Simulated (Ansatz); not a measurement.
A generator proposed this cell of TaGe3Ru.

```
Ta Ge Ru
1.0
     2.59981   -2.79493    0.00000
     2.59981    2.79493    0.00000
     0.00000    0.00000    6.53020
Ta Ge Ru
1 3 1
Direct
  0.50000 0.50000 0.50000
  0.00000 0.00000 0.78670
  0.00000 0.00000 0.21330
  0.00000 0.00000 0.50000
  0.50000 0.50000 0.00000
```

Theory: Ansatz, DFT PBE, scalar-relativistic, plane waves, PAW. Plane waves to 420 eV, a k mesh through Γ of 4×4×4 on the computed 5-atom cell and Gaussian smearing (0.10 eV); no spin polarisation.

The zero of energy is the elements' standard structures at the same level; no fitted shifts are applied.

Q: How far from equilibrium is it?

A: The pressure is 14.4 GPa (the mean over three directions, positive in compression), the largest force is 14.78 eV/Å, and the energy is +1.95 eV/atom against the elements. The shortest distance is 1.87 Å.

Q: How much does it gain on relaxing, and where does it end?

A: Relaxing gains about 1.4 eV/atom (the start's value is from the coarse mesh, so the gain is rough) in 19 ionic steps and ends at +0.58 eV/atom on the finer mesh. The symmetry goes from Cmmm (No. 65) to P4/mmm (No. 123). The volume per atom shrinks by 1.9 %, from 19.0 to 18.6 Å³. The shortest distance goes from 1.87 Å (Ge–Ge) to 2.46 Å (Ta–Ge). Conventional cell: a = 3.483 Å, c = 7.679 Å. Ta has 4 Ge at 2.46 Å; Ge on a site of symmetry 4mm is surrounded by 2 Ge at 2.56 Å and 4 Ru at 2.78 Å; Ru has 8 Ge at 2.78 Å; 1 more site not described.

The last run used collinear spin, a 12×12×6 mesh (in the run's order of axes) for its 5-atom cell and Gaussian smearing of 0.10 eV. Spin–orbit coupling, which can matter for Ta, is left out. Another magnetic order may lie lower. The relaxation can't lower the symmetry of the start. Symmetry constrained the relaxation, so the result can be a saddle point. Another cell of TaGe3Ru relaxed alike but without spin, in P4mm, lies 0.38 eV/atom lower, so this cell isn't the stable form at this level.
